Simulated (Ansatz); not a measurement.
Q: Sc (hcp (Mg type), P6_3/mmc) is relaxed with plane-wave PAW r²SCAN+D4 (Ansatz code). What lattice parameters of the conventional cell result?

A: a = 3.321 Å, c = 5.174 Å.

The r²SCAN+D4 relaxation kept the symmetry of its start. No spin polarisation was allowed. The pairwise dispersion correction was not fitted to metals. Axis ratios of metals converge slowly with the k-mesh, so a and c are less sure than the volume.

Potentials: the earlier of the program's two PAW sets.
